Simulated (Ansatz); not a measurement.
MgTe:
```yaml
crystal:
  lattice:
    - [0.00000, 3.25470, 3.25470]
    - [3.25470, 0.00000, 3.25470]
    - [3.25470, 3.25470, 0.00000]
  atoms:
    - { symbol: Mg, position: [0.00000, 0.00000, 0.00000] }
    - { symbol: Te, position: [0.25000, 0.25000, 0.25000] }
```

Relaxed with PBE. Special points in fractions of this cell's reciprocal vectors: Γ (0.000, 0.000, 0.000); X (0.500, 0.000, 0.500); U (0.625, 0.250, 0.625); K (0.375, 0.375, 0.750); L (0.500, 0.500, 0.500); W (0.500, 0.250, 0.750).

**Question.** List the band energies nearest the valence-band maximum at these points for the program Ansatz at the PBE level (PAW).

**Answer.** In eV from the valence-band maximum; about four levels below and three above (degenerate sets whole), none deeper than 8.9 eV; points with the same levels are listed once.

```
k              below                above
-  -----------------  -------------------
Γ     0.00 0.00 0.00  2.33 5.44 5.44 5.44
X  -2.97 -1.14 -1.14  2.88 3.53 9.49 9.49
U  -2.73 -1.87 -0.92       3.47 5.17 7.81
L  -3.13 -0.40 -0.40       3.17 5.52 5.52
W  -2.63 -1.81 -1.39       4.58 5.53 6.14
```

Space group F-43m (zinc blende). The PBE relaxation kept the symmetry of its start. Spin–orbit coupling is left out wherever it is not named.

Potentials: the later of the program's two PAW sets.
